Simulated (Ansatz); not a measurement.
## Ba$_{3}$Sr: distorted cells

Computed with Ansatz 0.2.0, DFT PBEsol, scalar-relativistic, plane waves, PAW.

Cutoff 420 eV; k points 8×8×8 on the computed 4-atom cell (Γ-centred); Gaussian smearing, width 0.10 eV; no spin polarisation.

Reference cell:

```yaml
crystal:
  lattice:
    - [0.00000, 5.01282, 5.01282]
    - [5.01282, 0.00000, 5.01282]
    - [5.01282, 5.01282, 0.00000]
  atoms:
    - { symbol: Ba, position: [0.25000, 0.25000, 0.25000] }
    - { symbol: Ba, position: [0.75000, 0.75000, 0.75000] }
    - { symbol: Ba, position: [0.50000, 0.50000, 0.50000] }
    - { symbol: Sr, position: [0.00000, 0.00000, 0.00000] }
```

Each variant moves atoms of this cell by the vectors given, if any (Å), and then applies a symmetric strain (tensor components, Cartesian axes). The reference cell isn't relaxed at this level. Energies are per atom at zero smearing, counted from the lowest variant. Pressure is positive in compression.

1. strain (xx yy zz yz xz xy, %) -2.82 -2.82 -2.82 0.00 0.00 0.00
2. strain (xx yy zz yz xz xy, %) 2.05 2.05 2.05 0.00 0.00 0.00
3. strain (xx yy zz yz xz xy, %) 4.10 4.10 4.10 0.00 0.00 0.00

```
variant  ΔE (meV/atom) P (GPa) space group
      1            0.0    -0.24        Fm-3m
      2           48.2    -1.32        Fm-3m
      3           86.7    -1.62        Fm-3m
```